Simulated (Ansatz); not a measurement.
Input:

Ti3Al (D019 type, space group P6_3/mmc)

```xyz
8
Lattice="5.7471 0.0000 0.0000 -2.8736 4.9772 0.0000 0.0000 0.0000 4.6315" Properties=species:S:1:pos:R:3 pbc="T T T"
Ti     2.8736     3.2832     1.1579
Ti    -1.4065     4.1302     3.4736
Ti     1.4670     0.8470     1.1579
Ti     0.0000     1.6940     3.4736
Ti     4.2801     0.8470     1.1579
Ti     1.4065     4.1302     3.4736
Al     0.0000     3.3181     1.1579
Al     2.8736     1.6591     3.4736
```

E(V) scan at fixed shape, V₀ the volume above. The atoms relax within the cell's symmetry.

Calculation: r2SCAN (plane waves to 500 eV, PAW, scalar-relativistic; Ansatz, a quantum-chemistry and plane-wave program). k mesh 10×10×10 (Γ-centred), Fermi-Dirac smearing 0.05 eV. The energy includes the smearing's −TS. Stress and pressure are positive under compression. With the shape held, the modulus is that of even scaling; a crystal free to change shape is softer. Ti3Al is run without spin polarisation. Ti3Al was relaxed with its symmetry unable to fall. ΔE is measured from the relaxed starting cell.

The scan covers V/V₀ from 0.940 to 1.060 in 11 points.

Q: What pressure does the cell carry at V/V₀ = 0.940?

A: 8.4 GPa.

Q: What is ΔE at V/V₀ = 0.940?

A: 25 meV/atom.

Q: What is ΔE at V/V₀ = 1.060?

A: 21 meV/atom.

(Under strain, the slope of the energy per volume gives the stress and its curvature an elastic modulus.)
